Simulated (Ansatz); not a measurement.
Method: DFT PBE, scalar-relativistic, plane waves, PAW in Ansatz. Settings: cutoff 420 eV, Γ-centred meshes spaced at most about 0.3 Å⁻¹, and about 0.25 Å⁻¹ or finer for metals (2π included), Gaussian smearing. Collinear spin in cells that started with moments and kept them past the coarse steps, no spin elsewhere.

These are static total energies at zero pressure. All come from trial cells, and lower structures may exist.

Question: These unrelaxed guesses for Zr3NbTe2 are each relaxed within their symmetry. Order them by the energy at which they end, lowest first.
A.

```
CELL_PARAMETERS angstrom
6.38381 0.00000 0.00000
-3.19191 5.52855 0.00000
0.00000 0.00000 3.58866
ATOMIC_POSITIONS crystal
Zr 0.50000 0.00000 0.50000
Zr 0.50000 0.50000 0.50000
Zr 0.00000 0.50000 0.50000
Nb 0.00000 0.00000 0.00000
Te 0.33333 0.66667 0.00000
Te 0.66667 0.33333 0.00000
```

B.

```
CELL_PARAMETERS angstrom
5.99863 0.00000 0.00000
-2.99931 5.19496 0.00000
0.00000 0.00000 4.43048
ATOMIC_POSITIONS crystal
Zr 0.00000 0.50000 0.99502
Zr 0.50000 0.00000 0.99502
Zr 0.50000 0.50000 0.99502
Nb 0.00000 0.00000 0.19263
Te 0.66667 0.33333 0.49615
Te 0.33333 0.66667 0.49615
```

C.

```
CELL_PARAMETERS angstrom
4.28757 0.00000 0.00000
-2.14379 3.71315 0.00000
0.00000 0.00000 8.78012
ATOMIC_POSITIONS crystal
Zr 0.33333 0.66667 0.50000
Zr 0.66667 0.33333 0.50000
Zr 0.00000 0.00000 0.00000
Nb 0.00000 0.00000 0.50000
Te 0.00000 0.00000 0.73486
Te 0.00000 0.00000 0.26514
```

D.

```
CELL_PARAMETERS angstrom
4.34434 0.00000 0.00000
0.00000 4.34434 0.00000
0.00000 0.00000 7.03445
ATOMIC_POSITIONS crystal
Zr 0.00000 0.00000 0.69124
Zr 0.00000 0.00000 0.30876
Zr 0.50000 0.50000 0.50000
Nb 0.00000 0.00000 0.00000
Te 0.00000 0.50000 0.00000
Te 0.50000 0.00000 0.00000
```

Answer: B (ends in P6mm, 0 meV/atom), A (ends in P6/mmm, 14 meV/atom), C (ends in P6/mmm, 0.65 eV/atom), D (ends in P4/mmm, 0.96 eV/atom). Even the lowest end lies +0.13 eV/atom against the elements.

For metals, differences of a few meV/atom aren't resolved. These runs have no spin–orbit coupling, which can matter for Te. A magnetic state wasn't ruled out in cells without spin, among them P6/mmm at 37.8 Å³/atom. The magnetic state reached may not be the lowest. Cells relaxed within their symmetry can be saddle points. Some structure types and database cells were kept out of the candidates from the start, so a known form may be missing.
